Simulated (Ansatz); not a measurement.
Lattice vibrations of FeSi2 at Γ

Level of theory: DFT LDA, scalar-relativistic, plane waves, PAW in Ansatz. Settings: 420 eV plane-wave cutoff, Γ-centred 16×16×8 mesh, Fermi-Dirac smearing of 0.15 eV. No spin polarisation. Phonons by linear response, acoustic sum rule imposed.

Equilibrium structure at this level:
```
Fe Si
1.0
     2.66206    0.00000    0.00000
     0.00000    2.66206    0.00000
     0.00000    0.00000    5.06544
Fe Si
1 2
Direct
  0.00000 0.00000 0.00000
  0.50000 0.50000 0.27106
  0.50000 0.50000 0.72894
```

In a metal, frequencies and elastic constants depend on the k mesh and the smearing, soft modes and shear constants most. Spin polarisation was left out, and a magnetic state may lie lower.

Optical modes at Γ; i marks an imaginary frequency:
```tsv
frequency (cm⁻¹)	degeneracy
233	2
296	2
368	1
560	1
```

All 6 optical modes at Γ are real: no displacement of atoms at fixed cell lowers the energy to second order. Strains and modes at other wave vectors aren't tested by this run.

Cost: 1 run of about 1.9 core-minutes, on Arm Neoverse V1 (shared hosts).